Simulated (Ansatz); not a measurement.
All numbers below come from DFT PBE, scalar-relativistic, plane waves, PAW in Ansatz. All cells share a 420 eV cutoff and Γ-centred k meshes spaced at most about 0.3 Å⁻¹ (about 0.25 or finer for metals, 2π included). No spin polarisation in the final relaxations.

All energies are static (0 K, no zero-point motion). All come from trial cells, and lower structures may exist.

Question: Which of these relaxed structures of SiTe₃ is the lowest in energy?
A.

Space group Im-3m (No. 229). a = 6.176 Å, b = 6.176 Å, c = 6.176 Å, α = 90.00°, β = 90.00°, γ = 90.00°
| atom | site | symmetry | x | y | z |
| --- | --- | --- | --- | --- | --- |
| Si | 2a | m-3m | 0.0000 | 0.0000 | 0.0000 |
| Te | 6b | 4/mm.m | 0.5000 | 0.0000 | 0.0000 |

B.

Space group Fm-3m (No. 225). a = 7.446 Å, b = 7.446 Å, c = 7.446 Å, α = 90.00°, β = 90.00°, γ = 90.00°
```json
{"atom": "Si", "site": "4b", "symmetry": "m-3m", "x": "0.5000", "y": "0.0000", "z": "0.0000"}
{"atom": "Te", "site": "8c", "symmetry": "-43m", "x": "0.2500", "y": "0.2500", "z": "0.7500"}
{"atom": "Te", "site": "4a", "symmetry": "m-3m", "x": "0.0000", "y": "0.0000", "z": "0.0000"}
```

C.

Space group P6_3/mmc (No. 194). a = 8.289 Å, b = 8.289 Å, c = 3.873 Å, α = 90.00°, β = 90.00°, γ = 120.00°
```csv
atom,site,symmetry,x,y,z
Si,2d,-6m2,0.6667,0.3333,0.2500
Te,6h,mm2,0.3787,0.1894,0.7500
```

D.

Space group Pm-3n (No. 223). a = 5.975 Å, b = 5.975 Å, c = 5.975 Å, α = 90.00°, β = 90.00°, γ = 90.00°
| atom | site | symmetry | x | y | z |
| --- | --- | --- | --- | --- | --- |
| Si | 2a | m-3. | 0.0000 | 0.0000 | 0.0000 |
| Te | 6c | -4m.2 | 0.2500 | 0.0000 | 0.5000 |

Answer: A. It has space group Im-3m (No. 229); the next, C, with space group P6_3/mmc (No. 194), lies 45 meV/atom higher. Counting Te atoms around Si (those within 1.25 times the shortest such distance or 1.15 times the sum of covalent radii, 1.27 where that leaves under three; the shortest distance is added where it exceeds 1.18 times the sum of covalent radii), the lowest has Si 6 from 3.1 Å and the next has Si 6. Even the lowest lies +0.22 eV/atom against the elements.

Spin–orbit coupling, which can matter for Te, is left out. A magnetic state wasn't ruled out in cells without spin, among them Pm-3n. Cells relaxed within their symmetry can be saddle points. Some types were kept out of the candidates beforehand, so the set may lack a known form.
